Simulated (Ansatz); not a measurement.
Computed with DFT PBE, scalar-relativistic, plane waves, PAW in Ansatz 0.2.0. All cells share a 420 eV cutoff and Γ-centred k meshes spaced at most about 0.3 Å⁻¹ (about 0.25 or finer for metals, 2π included). No spin polarisation in the final relaxations.

Temperature and zero-point effects are left out.

Two forms of Ga3Se were relaxed alike.

A.

```
CELL_PARAMETERS angstrom
4.40839 0.00000 0.00000
0.00000 4.40839 0.00000
0.00000 0.00000 4.40839
ATOMIC_POSITIONS crystal
Ga 0.50000 0.00000 0.00000
Ga 0.00000 0.50000 0.00000
Ga 0.00000 0.00000 0.50000
Se 0.50000 0.50000 0.50000
```

B.

```
CELL_PARAMETERS angstrom
6.00416 0.00000 0.00000
-3.00208 5.19975 0.00000
0.00000 0.00000 5.72041
ATOMIC_POSITIONS crystal
Ga 0.68996 0.68996 0.68472
Ga 0.31004 0.31004 0.31528
Ga 0.00000 0.31004 0.68472
Ga 0.31004 0.00000 0.68472
Ga 0.68996 0.00000 0.31528
Ga 0.00000 0.68996 0.31528
Se 0.66667 0.33333 0.00000
Se 0.33333 0.66667 0.00000
```

Question: Which would you expect to be lower, and how large is the difference?

Answer: A is lower, by 15 meV/atom. A has Ga and Se ordered on fcc sites, space group Pm-3m (No. 221), 21.4 Å³/atom and no gap on its mesh; B has space group P-31m (No. 162), 22.3 Å³/atom and no gap. Counting Ga atoms around Se (those within 1.25 times the shortest such distance or 1.15 times the sum of covalent radii; the shortest distance is added where it is long for a bond), A has Se 12 from 3.1 Å and B has Se 6. The denser one is the lower, and pressure would at first widen the difference. Both come from invented guesses.

In Pm-3m an odd number of electrons in the primitive cell allows no gap without spin; a larger cell or a magnetic state could open one. A magnetic state wasn't ruled out in cells without spin, among them Pm-3m. Cells relaxed within their symmetry can be saddle points.
